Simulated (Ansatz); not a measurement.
Computed with Ansatz, DFT PBE, scalar-relativistic, plane waves, PAW. All cells share a 420 eV cutoff and Γ-centred k meshes spaced at most about 0.3 Å⁻¹ (about 0.25 or finer for metals, 2π included). No spin polarisation in the final relaxations.

Temperature and zero-point effects are left out.

Compare these two cells of Al5N, each relaxed at this level.

A.

Space group P6/mmm (No. 191). a = 4.589 Å, b = 4.589 Å, c = 5.236 Å, α = 90.00°, β = 90.00°, γ = 120.00°
```json
{"atom": "Al", "site": "4h", "symmetry": "3m.", "x": "0.6667", "y": "0.3333", "z": "0.7453"}
{"atom": "Al", "site": "1a", "symmetry": "6/mmm", "x": "0.0000", "y": "0.0000", "z": "0.0000"}
{"atom": "N", "site": "1b", "symmetry": "6/mmm", "x": "0.0000", "y": "0.0000", "z": "0.5000"}
```

B.

Space group F-43m (No. 216). a = 7.321 Å, b = 7.321 Å, c = 7.321 Å, α = 90.00°, β = 90.00°, γ = 90.00°
| atom | site | symmetry | x | y | z |
| --- | --- | --- | --- | --- | --- |
| Al | 4d | -43m | 0.2500 | 0.2500 | 0.7500 |
| Al | 16e | .3m | 0.8752 | 0.3752 | 0.8752 |
| N | 4a | -43m | 0.0000 | 0.0000 | 0.0000 |

**Question.** Which would you expect to be lower, and how large is the difference?

**Answer.** A is lower, by 141 meV/atom. A has space group P6/mmm (No. 191), 15.9 Å³/atom and no gap on its mesh; B has space group F-43m (No. 216), 16.3 Å³/atom and no gap. Counting Al atoms around N (those within 1.25 times the shortest such distance or 1.15 times the sum of covalent radii; a plus sign parts nearer from farther groups; the shortest distance is added where it is long for a bond), A has N 2+12 from 2.6 Å and B has N 16 from 3.0 Å. Even the lower one lies +0.76 eV/atom against the reference forms of the elements (uncorrected), so neither is stable at this level. In A, around Al on a site of symmetry 3m lie 5 Al at 2.57–2.67 Å, 3 N at 2.94 Å and 3 Al at 2.97 Å; Al on a site of symmetry 6/mmm has 2 N at 2.62 Å and 12 Al at 2.97 Å; N has 2 Al at 2.62 Å and 12 Al at 2.94 Å. In B, Al on a site of symmetry -43m is surrounded by 12 Al at 3.03 Å and 4 N at 3.17 Å; Al on a site of symmetry 3m has 6 Al at 2.58–2.59 Å, 3 Al at 3.03 Å and 3 N at 3.04 Å; N has 16 Al at 3.04–3.17 Å (long contacts). Both come from invented guesses. A third cell relaxed alike, in P1, lies 0.81 eV/atom below the lower of the two.

Cells relaxed within their symmetry can be saddle points.
